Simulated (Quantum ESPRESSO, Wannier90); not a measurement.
# Wannier functions of GaAs (zinc blende)

```
CELL_PARAMETERS angstrom
      0.00000     2.87509     2.87509
      2.87509     0.00000     2.87509
      2.87509     2.87509     0.00000
ATOMIC_POSITIONS crystal
  Ga 0.00000 0.00000 0.00000
  As 0.75000 0.75000 0.75000
```

Materials Project entry mp-2534; symmetrised, unrelaxed at this level. COD (Crystallography Open Database) has an entry of this formula and space group (matched by these alone). Method: PBEsol plane waves in Quantum ESPRESSO 7.5 (PseudoDojo norm-conserving files, 68 Ry, spinors with spin-orbit coupling), Bloch states on a 8×8×8 mesh through Γ, Wannier90 4.0.1. Density: 10×10×10 mesh, cold smearing 0.01 Ry.

Base run: 16 functions from bands 21-50 of the 50 computed, start hydrogen-like Ga: s;p; As: s;p, centres 0.05 Å off the atoms, frozen window up to 1.50 eV relative to the Fermi level, outer window open. Rows change the key named; with other orbitals the number of functions and the frozen window follow, as listed; window edges are relative to the Fermi level. The misfit compares interpolated bands with pw.x on a high-symmetry path, for states up to 1.0 eV relative to the Fermi level. Converged means that the tolerances were met: symmetric starts can stop on a saddle, which shows as a larger Ω_OD at equal Ω_I and can move the misfit too.

```csv
setting,functions,frozen to (eV),Ω_I (Å²),Ω_D (Å²),Ω_OD (Å²),rms misfit (meV),worst (meV),ended
base,16,1.50,20.94,0.03,3.02,5.3,51,converged
```

Starting from this base row, predict which settings stop with an error, and how Ω_I and the misfit move in the others: only the lowest 18 of the kept bands; only the lowest 23 of the kept bands; only the lowest 26 of the kept bands; dis_num_iter = 20.


| setting | functions | frozen to (eV) | Ω_I (Å²) | Ω_D (Å²) | Ω_OD (Å²) | rms misfit (meV) | worst (meV) | ended |
|---|---|---|---|---|---|---|---|---|
| only the lowest 18 of the kept bands | 16 | 1.50 | 34.67 | 0.38 | 5.36 | 4.4 | 17 | converged |
| only the lowest 23 of the kept bands | 16 | 1.50 | 26.58 | 0.14 | 3.45 | 3.3 | 27 | converged |
| only the lowest 26 of the kept bands | 16 | 1.50 | 22.55 | 0.06 | 3.19 | 3.8 | 42 | converged |
| dis_num_iter = 20 | 16 | 1.50 | 21.37 | 0.02 | 3.23 | 7.5 | 62 | step limit |
